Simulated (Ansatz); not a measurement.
NbSi:
```
CELL_PARAMETERS angstrom
      5.57981     0.00000     0.00000
     -2.78990     4.83225     0.00000
      0.00000     0.00000     4.29855
ATOMIC_POSITIONS crystal
  Nb 0.50000 0.00000 0.00000
  Nb 0.50000 0.50000 0.00000
  Nb 0.00000 0.50000 0.00000
  Si 0.00000 0.00000 0.00000
  Si 0.33333 0.66667 0.50000
  Si 0.66667 0.33333 0.50000
```

Relaxed with PBE. Special points in fractions of this cell's reciprocal vectors: Γ (0.000, 0.000, 0.000); M (0.500, 0.000, 0.000); K (0.333, 0.333, 0.000); A (0.000, 0.000, 0.500); L (0.500, 0.000, 0.500); H (0.333, 0.333, 0.500).

List the band energies nearest the Fermi level at these points for PBE in the plane-wave PAW code Ansatz.

In eV from the Fermi level; about four levels below and three above (degenerate sets whole), none deeper than 8.9 eV; points with the same levels are listed once.

```tsv
k	below	above
Γ	-1.34 -1.34 -1.00 -0.85 -0.85	2.19 2.39 2.39
M	-1.58 -1.30 -0.95 -0.35	0.36 0.72 0.81
K	-1.36 -1.26 -0.02 -0.02	0.86 0.86 1.73
A	-0.26 -0.26 -0.21 -0.05	1.23 1.23 2.36 2.36
L	-2.01 -0.93 -0.68 -0.57	0.04 0.18 0.42
H	-2.51 -2.51 -1.88 -1.88 -1.00	0.15 0.15 0.42
```

Space group P6/mmm. A made-up cell: these elements were put on the sites of a structure type; neither database checked (COD, Materials Project) lists it. Whether it is the stable phase at ambient conditions was not checked. Symmetry was held in the PBE relaxation; whether a distortion lowers the energy is not shown. The run is not spin-polarised. Spin–orbit coupling is left out wherever it is not named.

Potentials: the later of the program's two PAW sets.
